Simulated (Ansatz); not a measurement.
## Data sheet: In (DFT)

In (diamond, Fd-3m), a = 6.736 Å, b = 6.736 Å, c = 6.736 Å, α = 90.00°, β = 90.00°, γ = 90.00°; the cell used has 2 atoms.

Space group Fd-3m (No. 227), diamond; conventional cell a = b = c = 6.736 Å, α = β = γ = 90.00°.

Method: DFT-PBE in the program Ansatz with PAW potentials. Geometry: relaxed at this level of theory. Other levels are named where they apply.

Cell and energy:

- Volume per atom = 38.20 Å³
- Density = 4.99 g/cm³

Electronic structure:

* **Electronic character**: metallic (no gap)
* **Density of states at the Fermi level**: 0.86 states/eV per atom (mean over ±0.08 eV)
* **Gap with spin–orbit coupling**: none (metallic)

Mechanics:

Bulk modulus (Birch–Murnaghan fit): 21.5 GPa
Pressure derivative B′: 5.1

The start of the workflow was typed in or built on a structure type; neither database checked (COD, Materials Project) lists it. It is not the phase usual at ambient conditions (space group No. 139). The PBE relaxation kept the symmetry of its start; its stability against distortions is not shown here. Scalar-relativistic: spin–orbit coupling is off unless named, which matters more the heavier the elements.

Potentials: the later of the program's two PAW sets.
